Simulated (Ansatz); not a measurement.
An Ansatz (a first-principles code) run. Input:

Ansatz 0.2 input:
```yaml
crystal:
  lattice:
    - [4.1967637846, 0.0, 0.0]
    - [-2.0983818923, 3.6345040511, 0.0]
    - [0.0, 0.0, 6.8293120466]
  atoms:
    - { symbol: Cd, position: [0.6666666667, 0.3333333333, 0.5002211336] }
    - { symbol: Cd, position: [0.3333333333, 0.6666666667, 0.0002211336] }
    - { symbol: S, position: [0.6666666667, 0.3333333333, 0.8767788664] }
    - { symbol: S, position: [0.3333333333, 0.6666666667, 0.3767788664] }
kpoints:
  mp_grid: { grid: [6, 6, 4] }
  band_path:
    path:
      - [[0.0, 0.0, 0.0], [0.5, 0.0, 0.0], [0.3333333333, 0.3333333333, 0.0], [0.0, 0.0, 0.0], [0.0, 0.0, 0.5], [0.5, 0.0, 0.5], [0.3333333333, 0.3333333333, 0.5], [0.0, 0.0, 0.5]]  # Γ-M-K-Γ-A-L-H-A
      - [[0.5, 0.0, 0.5], [0.5, 0.0, 0.0]]  # L-M
      - [[0.3333333333, 0.3333333333, 0.5], [0.3333333333, 0.3333333333, 0.0]]  # H-K
      - [VBM, CBM]
    npoints: 8
basis: { xc_grid: 2 }
hamiltonian:
  xc: pbe
  pseudopotentials: { azcp: { folder: ./paw }, kind: paw_fr }
magnetization: { noncollinear: true, spin_orbit: true }
scf:
  n_extra_bands: 12
  convergence: { dr2_threshold: 0.0000000001 }
  occupations: { method: gaussian, width: 0.01 }
checkpoint: { write: soc.run }
output: { eigenvalues: true }
```

Output (shortened):

```
Pseudopotential: Cd, paw, valence charge 20
Pseudopotential: S, paw, valence charge 6
Functional definition: PBE
non-collinear run that drives no moment, with spin-orbit …
Crystal: 4 atoms, lattice volume = 104.169 Å³
Basis set: ecut = 420 eV, 1985 PW (Γ), exchange–correlation on 60×60×96 points (8 copies of the dense FFT grid, shifted against one another)
Bands: 64, of which v1, the nominal top of the filled ones, is band 52 counted from 1 (51 counted from 0)
Symmetry: 12 space group operations + 12 with time reversal
k-points: 21 of 144 (time reversal used)
Projection manifold: j_resolved (fully-relativistic pseudo-atomic orbitals)
SCF iter   1: F=—  HF=-18321.332717 eV  |F-HF|=—  |Δ(HF+E_count)|=         —  Δρ=2.79e-2  dr2=7.05e-1  dr2_m=0.00e0 (ungated)  ethr=3.10e-3  |M|=0.00e0 ∫|m|=0.00e0 μB  |m|>n=0.0e0 m-floor=0.0e0 τ_xc=0.0e0  β_m=0.30  ⟨swp⟩=8.8  Hψ=6806  notcnv=0  defer=9
preconditioner: auto → Resta (q_TF=auto, 2.430 Å⁻¹)
spin=Noncollinear: Resta preconditioning applied to the charge; magnetization (m_x, m_y, m_z) channels mix plain (no charge-response kernel on spin).
SCF iter   2: F=—  HF=-18321.224530 eV  |F-HF|=—  |Δ(HF+E_count)|=   1.08e-1  Δρ=1.86e-2  dr2=3.13e-1  dr2_m=0.00e0 (ungated)  ethr=1.36e-3  |M|=0.00e0 ∫|m|=0.00e0 μB  |m|>n=0.0e0 m-floor=0.0e0 τ_xc=0.0e0  β_m=0.56  ⟨swp⟩=1.0  Hψ=1556  notcnv=0  defer=67
SCF iter   3: F=—  HF=-18321.182125 eV  |F-HF|=—  |Δ(HF+E_count)|=   4.24e-2  Δρ=4.74e-3  dr2=2.25e-2  dr2_m=0.00e0 (ungated)  ethr=6.01e-4  |M|=0.00e0 ∫|m|=0.00e0 μB  |m|>n=0.0e0 m-floor=0.0e0 τ_xc=0.0e0  β_m=0.71  ⟨swp⟩=3.0  Hψ=2072  notcnv=0  defer=138
SCF iter   4: F=—  HF=-18321.186817 eV  |F-HF|=—  |Δ(HF+E_count)|=   4.69e-3  Δρ=9.60e-4  dr2=1.07e-3  dr2_m=0.00e0 (ungated)  ethr=4.32e-5  |M|=0.00e0 ∫|m|=0.00e0 μB  |m|>n=0.0e0 m-floor=0.0e0 τ_xc=0.0e0  β_m=0.85  ⟨swp⟩=2.0  Hψ=1572  notcnv=0  defer=138
SCF iter   5: F=—  HF=-18321.188585 eV  |F-HF|=—  |Δ(HF+E_count)|=   1.77e-3  Δρ=3.34e-4  dr2=1.33e-4  dr2_m=0.00e0 (ungated)  ethr=2.06e-6  |M|=0.00e0 ∫|m|=0.00e0 μB  |m|>n=0.0e0 m-floor=0.0e0 τ_xc=0.0e0  β_m=0.93  ⟨swp⟩=2.4  Hψ=2018  notcnv=0  defer=138
SCF iter   6: F=—  HF=-18321.188779 eV  |F-HF|=—  |Δ(HF+E_count)|=   1.94e-4  Δρ=1.45e-4  dr2=2.96e-5  dr2_m=0.00e0 (ungated)  ethr=2.56e-7  |M|=0.00e0 ∫|m|=0.00e0 μB  |m|>n=0.0e0 m-floor=0.0e0 τ_xc=0.0e0  β_m=0.88  ⟨swp⟩=2.1  Hψ=2084  notcnv=0  defer=138
SCF iter   7: F=—  HF=-18321.188804 eV  |F-HF|=—  |Δ(HF+E_count)|=   2.52e-5  Δρ=3.14e-5  dr2=1.02e-6  dr2_m=0.00e0 (ungated)  ethr=5.68e-8  |M|=0.00e0 ∫|m|=0.00e0 μB  |m|>n=0.0e0 m-floor=0.0e0 τ_xc=0.0e0  β_m=0.94  ⟨swp⟩=2.0  Hψ=1962  notcnv=0  defer=138
SCF iter   8: F=—  HF=-18321.188684 eV  |F-HF|=—  |Δ(HF+E_count)|=   1.20e-4  Δρ=6.03e-6  dr2=5.72e-8  dr2_m=0.00e0 (ungated)  ethr=1.96e-9  |M|=0.00e0 ∫|m|=0.00e0 μB  |m|>n=0.0e0 m-floor=0.0e0 τ_xc=0.0e0  β_m=0.97  ⟨swp⟩=2.0  Hψ=2046  notcnv=0  defer=138
SCF iter  10: F=-18321.188684 eV  HF=-18321.188684 eV  |F-HF|=2.04e-10  |Δ(HF+E_count)|=   5.52e-9  Δρ=2.77e-7  dr2=9.63e-11  dr2_m=0.00e0 (ungated)  ethr=1.00e-12  |M|=0.00e0 ∫|m|=0.00e0 μB  |m|>n=0.0e0 m-floor=0.0e0 τ_xc=0.0e0  ⟨swp⟩=9.4  Hψ=5607  notcnv=0
SCF 1 converged in 10 iterations: F = -18321.188684 eV  dr2 = 9.63e-11
NSCF: frozen V_eff on 28 k-points
NSCF: frozen V_eff on 28 k-points
NSCF: frozen V_eff on 9 k-points
NSCF: frozen V_eff on 3 k-points
NSCF: frozen V_eff on 3 k-points
NSCF: frozen V_eff on 3 k-points
NSCF: frozen V_eff on 3 k-points
NSCF: frozen V_eff on 3 k-points
NSCF: frozen V_eff on 84 k-points
SCF converged after 10 iterations
Magnetization: |M| = 0.0000 μB,  M = (+0.0000, +0.0000, +0.0000) μB
Absolute magnetization: 0.0000 μB (∫|m|)
  site 0: m = (+0.0000, +0.0000, +0.0000) μB, |m| = 0.0000 μB  (R = 1.06 Å)
  site 1: m = (+0.0000, +0.0000, +0.0000) μB, |m| = 0.0000 μB  (R = 1.06 Å)
  site 2: m = (+0.0000, +0.0000, +0.0000) μB, |m| = 0.0000 μB  (R = 1.06 Å)
  site 3: m = (+0.0000, +0.0000, +0.0000) μB, |m| = 0.0000 μB  (R = 1.06 Å)
Free energy (F): -18321.188684 eV
Harris-Foulkes:  -18321.188684 eV  (|F-HF|=2.04e-10)
Internal energy: -18321.188684 eV  (E = F + TS)
E sigma→0 (E₀):  -18321.188684 eV
Fermi energy:    6.806260 eV
--- Per-component energies (eV) ---
  E_band       = -1043.275766
  E_kinetic    = 1088.338852
  E_local      = -8230.987723  (includes V_loc(G=0)·N_el)
  E_nonlocal   = 309.677957
  E_hartree    = 3739.077443
  E_xc         = -489.720635
  E_vxc        = -555.882519  (∫ρ·V_xc dr)
  E_paw        = -9419.371257  (= ΣΔE_a)
  E_vpaw       = -1132.577846  (= ΣTr[D̂ρ^β])
  E_aug_tail   = 0.000701  (compensation charges beyond the density's cutoff)
  E_ewald      = -5318.204021
  E_smearing   =  0.000000  (= −TS)
  E_closure    = 0.000000  (closes the sum)
  Σ components = -18321.188684   (vs F -18321.188684, Δ=0.00e0)
  [band-id]    e_kinetic+e_local+e_nonlocal+2·e_hartree+e_vxc+e_vpaw+e_augmentation_tail = -1043.275692   (vs E_band -1043.275766, Δ=7.42e-5)
--- Band table (eV; the first three rows and the last of 21) ---
  k-point 0: bands = ["-94.9484", "-94.9484", "-94.9484", "-94.9484", "-60.0612", "-60.0612", "-60.0610", "-60.0610", "-54.2443", "-54.2443", "-54.2442", "-54.2442", "-54.2440", "-54.2440", "-54.2439", "-54.2439", "-5.8419", "-5.8419", "-5.4542", "-5.4542", …
  k-point 1: bands = ["-94.9484", "-94.9484", "-94.9484", "-94.9484", "-60.0611", "-60.0611", "-60.0610", "-60.0610", "-54.2443", "-54.2443", "-54.2442", "-54.2442", "-54.2441", "-54.2441", "-54.2440", "-54.2440", "-5.7837", "-5.7837", "-5.5087", "-5.5087", …
  k-point 2: bands = ["-94.9484", "-94.9484", "-94.9484", "-94.9484", "-60.0611", "-60.0611", "-60.0611", "-60.0611", "-54.2441", "-54.2441", "-54.2441", "-54.2441", "-54.2441", "-54.2441", "-54.2441", "-54.2441", "-5.6445", "-5.6445", "-5.6445", "-5.6445", …
  k-point 20: bands = ["-94.9484", "-94.9484", "-94.9484", "-94.9484", "-60.0612", "-60.0612", "-60.0612", "-60.0612", "-54.2445", "-54.2445", "-54.2444", "-54.2444", "-54.2442", "-54.2442", "-54.2442", "-54.2442", "-5.3654", "-5.3654", "-5.3627", "-5.3627", …
```

Cost: around 80 core-seconds (rough) on shared cores.

Space group P6_3mc (wurtzite). The cell was relaxed with PBE under the symmetry of its start.

Potentials: the earlier of the program's two PAW sets.

Ansatz is a plane-wave DFT program.
